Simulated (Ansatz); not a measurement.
# Calculated with Ansatz: LiYbCu, relaxation

Launch command:

```bash
ansatz run input.yaml --threads 2 --pin off --max-ram 3584MiB --backend cpu --events-out ev --progress --plain --runs-dir out
```

input.yaml:

```yaml
crystal:
  lattice:
    - [2.20962502, 3.82717997, 0.0]
    - [-2.20962502, 3.82717997, 0.0]
    - [0.0, 0.0, 9.81346487]
  atoms:
    - { symbol: Yb, position: [0.0, 0.0, 0.3334] }
    - { symbol: Yb, position: [0.0, 0.0, 0.6666] }
    - { symbol: Yb, position: [0.0, 0.0, 0.0] }
    - { symbol: Li, position: [0.3333, 0.3334, 0.196] }
    - { symbol: Li, position: [0.3334, 0.3333, 0.804] }
    - { symbol: Li, position: [0.6667, 0.6666, 0.5] }
    - { symbol: Cu, position: [0.6667, 0.6666, 0.1544] }
    - { symbol: Cu, position: [0.6666, 0.6667, 0.8456] }
    - { symbol: Cu, position: [0.3333, 0.3334, 0.5] }
kpoints:
  mp_grid: { grid: [6, 6, 3], shift: [0, 0, 0] }
magnetization:
  spin_polarized: false
scf:
  occupations: { method: fermi_dirac, width: 0.1448 }
  lower_state_search: "off"
hamiltonian:
  pseudopotentials: { kind: paw }
  xc: pbe
basis:
  ecutwfc: 420
  fft_grid_basis: typed
relax:
  max_steps: 40
  cell: { p_target: 0.0 }
output:
  forces: true
  stress: true
  eigenvalues: true
  populations: true
  elf: true
  write_potential: true
  volumetric_format: npy
  dos:
    e_range: [-12, 8]
    de: 0.05
    projected: { site_lists: { Cu: [Cu], Li: [Li], Yb: [Yb] } }
  bader: false
checkpoint:
  read: saved_state
```

Origin of the cell: a known structure type with other elements, at an estimated volume, so it need not be a known compound.

The saved state is a converged single point of the same cell.

Steps («new basis» is an SCF on plane waves selected anew at the same cell):

```csv
step,ΔF (meV/atom),max force component (eV/Å),P (GPa),volume (Å³),SCF iterations,step was
1,0.0,0.252,4.39,165.98,9,accepted
2,-33.1,0.125,0.44,182.79,11,accepted
3,-38.6,0.069,-0.12,186.40,10,accepted
4,-41.5,0.013,0.06,186.13,10,accepted
5,-41.5,0.003,-0.01,186.48,9,accepted
6,-42.7,0.003,0.10,186.48,11,new basis
7,-42.9,0.002,0.00,187.27,7,accepted
8,-42.9,0.001,0.00,187.34,11,accepted
9,-42.9,0.001,0.00,187.34,7,new basis
```

Before:

Space group P-6m2 (No. 187); the run's cell has a = 4.419 Å, b = 4.419 Å, c = 9.813 Å, α = 90.00°, β = 90.00°, γ = 60.00°. Shortest distances: Cu–Li 2.55 Å, Li–Yb 2.89 Å, Cu–Yb 2.97 Å, Cu–Cu 3.03 Å, Yb–Yb 3.27 Å.

After:

Space group P-6m2 (No. 187); the run's cell has a = 4.441 Å, b = 4.441 Å, c = 10.966 Å, α = 90.00°, β = 90.00°, γ = 60.00°. Shortest distances: Cu–Li 2.56 Å, Li–Yb 3.11 Å, Cu–Yb 3.14 Å.

```yaml
crystal:
  lattice:
    - [2.22072, 3.84640, 0.00000]
    - [-2.22073, 3.84641, 0.00000]
    - [0.00000, 0.00000, 10.96591]
  atoms:
    - { symbol: Yb, position: [0.00000, 0.00000, 0.33433] }
    - { symbol: Yb, position: [0.00000, 0.00000, 0.66567] }
    - { symbol: Yb, position: [0.00000, 0.00000, 0.00000] }
    - { symbol: Li, position: [0.33333, 0.33333, 0.17330] }
    - { symbol: Li, position: [0.33333, 0.33333, 0.82670] }
    - { symbol: Li, position: [0.66667, 0.66667, 0.50000] }
    - { symbol: Cu, position: [0.66667, 0.66667, 0.16706] }
    - { symbol: Cu, position: [0.66667, 0.66667, 0.83294] }
    - { symbol: Cu, position: [0.33333, 0.33333, 0.50000] }
```

```yaml
Free_energy_lowered_by: 42.9 meV/atom
Volume_change: 12.87 %
Final_pressure: 0.00 GPa
Relaxation_steps_listed: 9
```

Caveats: f shells without a U or exact exchange are poorly placed; no dispersion correction, so spacings can come out too large where layers or molecules are weakly bound; no spin polarisation, so a magnetic state may lie lower; no spin-orbit coupling, though heavy elements are present.

Time: 13 min on 2 threads of Arm Neoverse V1, on a shared host, peak memory 0.92 GiB, from a saved density.
